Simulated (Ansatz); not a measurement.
The relaxed structure here is a generated cell of BiB: the first start was made by placing the elements on the sites of a structure type, and the end was not matched to a known phase here, so it may be hypothetical.

A relaxed structure of BiB. Space group P6₃mc (No. 186), AFLOW prototype AB_hP12_186_a2b_a2b (B6, as in SiC). The numbers are results of r2SCAN (plane waves to 500 eV, PAW, scalar-relativistic; Ansatz, an electronic-structure program), not measurements.

```cif
data_B6Bi6
_chemical_formula_sum 'B6 Bi6'
_space_group_name_H-M_alt 'P63mc'
_space_group_IT_number 186
_space_group_name_Hall 'P 6c -2c'
_cell_length_a 3.87618
_cell_length_b 3.87618
_cell_length_c 19.04870
_cell_angle_alpha 90.000
_cell_angle_beta 90.000
_cell_angle_gamma 120.000
loop_
_atom_site_label
_atom_site_type_symbol
_atom_site_symmetry_multiplicity
_atom_site_Wyckoff_symbol
_atom_site_fract_x
_atom_site_fract_y
_atom_site_fract_z
_atom_site_occupancy
B1 B 2 a 0.00000 0.00000 0.00026 1
B2 B 2 b 0.33333 0.66667 0.33259 1
B3 B 2 b 0.66667 0.33333 0.16648 1
Bi1 Bi 2 a 0.00000 0.00000 0.37448 1
Bi2 Bi 2 b 0.33333 0.66667 0.20807 1
Bi3 Bi 2 b 0.66667 0.33333 0.04182 1
```

Question: Give the band gap at the level r2SCAN.

Answer: 0.40 eV, direct at Γ (no spin-orbit coupling).

No spin polarisation in the result. Without spin-orbit coupling the bands of the heavy element are not split, so the gap can be far off.

The run could not lose the symmetry of its start: the end is stationary, and may be a saddle point rather than a minimum.
